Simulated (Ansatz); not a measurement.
Ti5As3:
```xyz
32
Lattice="9.8087 0.0000 0.0000 0.0000 7.7311 0.0000 0.0000 0.0000 6.7383" Properties=species:S:1:pos:R:3 pbc="T T T"
Ti     0.5986     0.4032     5.3966
Ti     9.2101     7.3278     1.3417
Ti     4.3057     7.3278     2.0274
Ti     5.5030     0.4032     4.7108
Ti     5.5030     3.4623     4.7108
Ti     4.3057     4.2688     2.0274
Ti     9.2101     4.2688     1.3417
Ti     0.5986     3.4623     5.3966
Ti     2.2665     1.9328     1.1432
Ti     7.5422     5.7983     5.5951
Ti     2.6379     5.7983     4.5123
Ti     7.1708     1.9328     2.2260
Ti     0.0170     1.9328     3.1697
Ti     9.7917     5.7983     3.5685
Ti     4.8873     5.7983     6.5388
Ti     4.9214     1.9328     0.1994
Ti     2.8516     1.9328     4.4379
Ti     6.9571     5.7983     2.3003
Ti     2.0527     5.7983     1.0688
Ti     7.7559     1.9328     5.6694
As     4.7192     1.9328     2.8038
As     5.0894     5.7983     3.9344
As     0.1851     5.7983     6.1730
As     9.6236     1.9328     0.5653
As     3.1869     0.0719     6.2542
As     6.6217     7.6591     0.4840
As     1.7174     7.6591     2.8851
As     8.0913     0.0719     3.8532
As     8.0913     3.7936     3.8532
As     1.7174     3.9375     2.8851
As     6.6217     3.9375     0.4840
As     3.1869     3.7936     6.2542
```

Relaxed with r²SCAN. Special points in fractions of this cell's reciprocal vectors: Γ (0.000, 0.000, 0.000); X (0.500, 0.000, 0.000); S (0.500, 0.500, 0.000); Y (0.000, 0.500, 0.000); Z (0.000, 0.000, 0.500); U (0.500, 0.000, 0.500); R (0.500, 0.500, 0.500); T (0.000, 0.500, 0.500).

List the band energies nearest the Fermi level at these points for plane-wave PAW r²SCAN (Ansatz code).

In eV from the Fermi level; about four levels below and three above (degenerate sets whole), none deeper than 8.9 eV; points with the same levels are listed once.

```tsv
k	below	above
Γ	-0.33 -0.33 -0.09 -0.05 0.00	0.12 0.21 0.23
X	-0.11 -0.11 -0.07 -0.07	0.38 0.38 0.40 0.40
S	-0.05 -0.05 -0.05 -0.05	0.31 0.31 0.31 0.31
Y	-0.25 -0.25 -0.01 -0.01	0.17 0.17 0.35 0.35
Z	-0.37 -0.37 -0.13 -0.13	0.04 0.04 0.07 0.07
U	-0.28 -0.28 -0.23 -0.23	0.00 0.00 0.10 0.10
R	0.00 0.00 0.00 0.00	0.32 0.32 0.32 0.32
T	-0.73 -0.73 -0.20 -0.20	0.06 0.06 0.10 0.10
```

Space group Pnma. The workflow started from a Materials Project entry (that database holds measured and hypothetical structures alike); the Crystallography Open Database copy checked does not list it. Whether it is the stable phase at ambient conditions was not checked. Symmetry was held in the r²SCAN relaxation; its stability against distortions is not shown here. No spin polarisation was allowed. Scalar-relativistic: spin–orbit coupling is off unless named, which matters more the heavier the elements.

Potentials: the later of the program's two PAW sets.
